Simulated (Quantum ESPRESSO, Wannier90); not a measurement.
## Wannierisation of CaO (rock salt)

```
CELL_PARAMETERS angstrom
      0.00000     2.40355     2.40355
      2.40355     0.00000     2.40355
      2.40355     2.40355     0.00000
ATOMIC_POSITIONS crystal
  Ca 0.00000 0.00000 0.00000
  O  0.50000 0.50000 0.50000
```

Materials Project entry mp-2605; symmetrised, unrelaxed at this level. COD (Crystallography Open Database) has an entry of this formula and space group (matched by these alone). Method: PBEsol plane waves in Quantum ESPRESSO 7.5 (PseudoDojo norm-conserving files, 68 Ry, no spin polarisation, no spin-orbit coupling), Bloch states on a 12×12×12 mesh through Γ, Wannier90 4.0.1. Density: 12×12×12 mesh, cold smearing 0.01 Ry.

Base run: 10 functions from bands 5-22 of the 22 computed, start hydrogen-like Ca: s;d; O: s;p, frozen window up to 5.06 eV relative to the valence-band maximum, outer window open. Rows change the key named; with other orbitals the number of functions and the frozen window follow, as listed; window edges are relative to the valence-band maximum. The misfit compares interpolated bands with pw.x on a high-symmetry path, for states up to 4.6 eV relative to the valence-band maximum. Converged means that the tolerances were met: symmetric starts can stop on a saddle, which shows as a larger Ω_OD at equal Ω_I and can move the misfit too.

```csv
setting,functions,frozen to (eV),Ω_I (Å²),Ω_D (Å²),Ω_OD (Å²),rms misfit (meV),worst (meV),ended
base,10,5.06,10.32,0.00,1.04,3.9,62,converged
```

Starting from this base row, predict which settings stop with an error, and how Ω_I and the misfit move in the others: only the lowest 12 of the kept bands; only the lowest 14 of the kept bands; only the lowest 16 of the kept bands; dis_mix_ratio = 0.2.


```tsv
setting	functions	frozen to (eV)	Ω_I (Å²)	Ω_D (Å²)	Ω_OD (Å²)	rms misfit (meV)	worst (meV)	ended
only the lowest 12 of the kept bands	10	5.06	11.60	0.00	1.07	2.8	45	converged
only the lowest 14 of the kept bands	10	5.06	10.97	0.00	1.05	3.1	50	converged
only the lowest 16 of the kept bands	10	5.06	10.67	0.00	1.05	3.7	60	converged
dis_mix_ratio = 0.2	10	5.06	10.32	0.00	1.04	3.9	62	converged
```
